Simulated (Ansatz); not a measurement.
## NaSe: where the heat goes in a short trajectory

These are results of Ansatz 0.2.0, DFT PBEsol, scalar-relativistic, plane waves, PAW, not measurements. The runs took a 420 eV cutoff, a shifted (0.5, 0.5, 0.0 steps) 4×2×1 mesh and Fermi–Dirac smearing (0.039 eV). The mesh is coarse. No spin polarisation.

16 atoms start on the lattice sites below (V = 406.8 Å³, 1.01 times the source cell's; static pressure -0.70 GPa, largest force component 0.15 eV/Å) with velocities drawn for 450 K; constant energy, fixed cell, 40 steps of 6 fs.

```xyz
16
Lattice="-2.3320 -4.0391 0.0000 -6.9960 4.0391 0.0000 0.0000 0.0000 -10.7972" Properties=species:S:1:pos:R:3 pbc="T T T"
Na   -4.6640    0.0000    0.0000
Na    0.0000    0.0000    0.0000
Na   -4.6640    0.0000   -5.3986
Na    0.0000    0.0000   -5.3986
Na   -4.6640    2.6927   -8.0979
Na   -2.3320   -1.3464   -8.0979
Na   -2.3320    1.3464   -2.6993
Na   -6.9960    1.3464   -2.6993
Se   -4.6640    2.6927   -3.9263
Se   -2.3320   -1.3464   -3.9263
Se   -2.3320    1.3464   -9.3249
Se   -6.9960    1.3464   -9.3249
Se   -2.3320    1.3464   -6.8709
Se   -6.9960    1.3464   -6.8709
Se   -4.6640    2.6927   -1.4723
Se   -2.3320   -1.3464   -1.4723
```

| t (fs) | T (K) | kinetic energy (meV/atom) | potential energy over the first frame (meV/atom) | P with the kinetic part (GPa) |
| --- | --- | --- | --- | --- |
| 0.0 | 450 | 54.5 | 0.0 | -0.45 |
| 12.0 | 398 | 48.3 | 6.3 | -0.07 |
| 24.0 | 294 | 35.6 | 19.1 | 0.25 |
| 36.0 | 203 | 24.6 | 30.2 | 0.34 |
| 48.0 | 171 | 20.7 | 34.1 | 0.16 |
| 60.0 | 189 | 22.9 | 31.8 | -0.20 |
| 72.0 | 224 | 27.2 | 27.5 | -0.58 |
| 84.0 | 247 | 29.9 | 24.7 | -0.84 |
| 96.0 | 244 | 29.6 | 25.0 | -0.94 |
| 108.0 | 224 | 27.2 | 27.5 | -0.86 |
| 120.0 | 202 | 24.5 | 30.2 | -0.67 |
| 132.0 | 188 | 22.7 | 32.0 | -0.41 |
| 144.0 | 179 | 21.7 | 33.0 | -0.14 |
| 156.0 | 176 | 21.3 | 33.4 | 0.08 |
| 168.0 | 180 | 21.9 | 32.9 | 0.19 |
| 180.0 | 200 | 24.2 | 30.5 | 0.14 |
| 192.0 | 219 | 26.5 | 28.1 | -0.05 |
| 204.0 | 211 | 25.5 | 29.1 | -0.29 |
| 216.0 | 174 | 21.1 | 33.7 | -0.52 |
| 228.0 | 147 | 17.8 | 37.0 | -0.72 |
| 240.0 | 159 | 19.3 | 35.5 | -0.88 |

T counts 3N − 3 degrees of freedom. Means over every step of the second half, not only the rows shown: T = 185 K, kinetic energy 22.4 meV/atom, potential energy 32.3 meV/atom, P = -0.27 GPa.

**Question.** Does the potential energy follow equipartition for harmonic vibrations?

**Answer.** In a harmonic crystal each vibration holds as much potential as kinetic energy on average, here 22.4 meV/atom. The run has 32.3, a ratio of 1.44. All modes start in phase at zero potential energy, and slow ones that pass their first turning point in this window can alone give an excess; anharmonic motion or disorder setting in would add to it. At constant energy a start from the lattice sites hands about half of the kinetic energy to the potential, so T should settle near 225 K. The time step adds a little: a Verlet scheme lowers a mode's mean kinetic energy against its potential energy by the factor 1 − (ωΔt)²/4. So short a run gives a rough mean.

**Question.** Split the rise of pressure into the kinetic part and the rest. Can a thermal Grüneisen parameter be estimated?

**Answer.** The program counts the kinetic part as N k_B T/V = 0.10 GPa. The pressure lies 0.42 GPa over the static one in all, so the forces add 0.32 GPa. For a harmonic mode with ω ∝ V^(−γ) and an amplitude that scales with the cell, the forces add (2γ − 2/3)U/V, which needs no equipartition; when U equals the kinetic energy K, this and the kinetic part 2K/(3V) sum to the Mie–Grüneisen γE_th/V. With U = N × 32.3 meV, γ = 1/3 + V ΔP_forces/(2U) = 1.13, for harmonic vibrations a mean over the modes weighted by their potential energy, for uniform scaling of the cell (in a layered or otherwise anisotropic crystal this differs from γ under hydrostatic pressure). Most solids fall between 1 and 3, and tetrahedral, framework and layered ones often lower; anharmonic motion and pressure swings in a cell of 16 atoms make this value uncertain by tenths or more. The mean pressure differs by 0.2 GPa between the two halves of this window, worth 0.6 in γ, so slow motion isn't averaged out and the value is a rough guess.